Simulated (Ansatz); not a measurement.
## Structure search: one Ge4Pd candidate

Method: Ansatz 0.2.0, DFT PBE, scalar-relativistic, plane waves, PAW. Cutoff 420 eV, Gaussian smearing, Γ-centred meshes. Cell and atoms relax first on a coarse mesh and then on a finer one. In between, the cell is made exact in the group found at 0.06 Å. In metals the finer mesh still leaves noise of several meV/atom or more. The steps can't lower the symmetry of their start. No spin polarisation in the relaxation; trial moments died out in a coarse test.

Recipe of this trial structure of Ge4Pd: random cell by space group and Wyckoff sites (P4/mmm, No. 123). Lengths were set from tabulated atomic sizes, so they are only a guess.

Space group P4/mmm (No. 123). a = 3.792 Å, b = 3.792 Å, c = 7.080 Å, α = 90.00°, β = 90.00°, γ = 90.00°
```tsv
atom	site	symmetry	x	y	z
Ge	4i	2mm.	0.0000	0.5000	0.8519
Pd	1a	4/mmm	0.0000	0.0000	0.0000
```

Energies over the elements count from the elements' standard structures at the same level, with no fitted energy shifts.

Q: What does it relax into?

A: The symmetry stays P4/mmm (No. 123). The volume per atom shrinks by 3.8 %, from 20.4 to 19.6 Å³. The shortest distance goes from 2.10 Å (Ge–Ge) to 2.59 Å (Ge–Ge). The ratio c/a of the conventional cell changes by a factor of 0.77. The energy falls by about 2.5 eV/atom (the start's value is from the coarse mesh). The end is written in a standard setting, so origin, axes and order of atoms can differ from the start's. Conventional cell: a = 4.084 Å, c = 5.874 Å. Ge is surrounded by 1 Ge at 2.59 Å, 2 Pd at 2.62 Å, 4 Ge at 2.89 Å and 1 Ge at 3.29 Å; around Pd lie 8 Ge at 2.62 Å.

Space group P4/mmm (No. 123). a = 4.084 Å, b = 4.084 Å, c = 5.874 Å, α = 90.00°, β = 90.00°, γ = 90.00°
```json
{"atom": "Ge", "site": "4i", "symmetry": "2mm.", "x": "0.0000", "y": "0.5000", "z": "0.7203"}
{"atom": "Pd", "site": "1a", "symmetry": "4/mmm", "x": "0.0000", "y": "0.0000", "z": "0.0000"}
```

Q: How does it come out in energy, and is it a metal?

A: The energy over the elements is +0.01 eV/atom and the gap on the 10×10×6 mesh of the 5-atom cell is 0 eV (a metal).

The formation energy is too near zero to say whether this cell lies below the elements.

The last run used Gaussian smearing of 0.10 eV. For metals, differences of a few meV/atom aren't resolved. Symmetry constrained the relaxation, so the result can be a saddle point. In all, the 3 runs took 4.7 min on 1 thread of Intel(R) Xeon(R) Processor @ 2.70GHz, with other jobs on the host.
